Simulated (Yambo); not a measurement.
A G0W0@PBEsol run in Yambo for PtSe₂ (CdI2 type, space group P-3m1, No. 164) (3×3×2 Γ-centred k mesh, bands 29 to 226 and a 7 Ry block in the screening, 226 bands in G with the Bruneval-Gonze terminator, plasmon pole fitted at 27.2 eV) gives these matrix elements, in eV, at the band edges (Γ → K):

```json
[
 {"state": "valence edge", "E0": "0.000", "<Vxc>": "-14.212", "<Σx>": "-16.400", "<Σc(E0)>": "1.045", "Z": "0.792"},
 {"state": "conduction edge", "E0": "0.624", "<Vxc>": "-16.130", "<Σx>": "-13.181", "<Σc(E0)>": "-2.667", "Z": "0.795"}
]
```

Task: Solve the linearised quasiparticle equation for both states, give the gap, and say how exchange and correlation each act on it.

Result: E = E0 + Z(Σx + Σc − Vxc). Valence: 0.000 + 0.792 × (-16.400 + (1.045) − (-14.212)) = -0.91 eV. Conduction: 0.624 + 0.795 × (-13.181 + (-2.667) − (-16.130)) = 0.85 eV. The gap is 1.75 eV, against 0.62 eV in PBEsol. Replacing Vxc by bare exchange alone would open it by 5.14 eV; correlation takes back 3.71 eV of that, and Z scales what is left. Nearest settings tried, and what they do to the gap: 154 bands in G: -1 meV; 154 bands in W, 154 bands in G: +3 meV; 6 Ry block (123 vectors against 147): -14 meV; 3×3×1 mesh: -48 meV. So the settings aren't converged at that level. The k mesh is coarse. The mesh misses a band edge: along a dense path the PBEsol gap is 0.48 eV against 0.62 eV on the mesh. 

The standard potential for Se keeps a d shell in the valence without the s and p states of that shell. In tests on such compounds this moved G0W0 gaps by up to about 0.9 eV, so absolute quasiparticle energies here are unreliable; differences between settings are what counts.

Spin-orbit coupling is included.

Geometry of the Materials Project entry, not relaxed at this level; primitive cell a = 3.717 Å, b = 3.717 Å, c = 5.820 Å, α = 90.00°, β = 90.00°, γ = 120.00°.

The distance between layers or molecules is the database entry's, not relaxed here. Functionals without dispersion can leave it too large, which widens gaps and weakens the response across layers: the numbers belong to this cell.
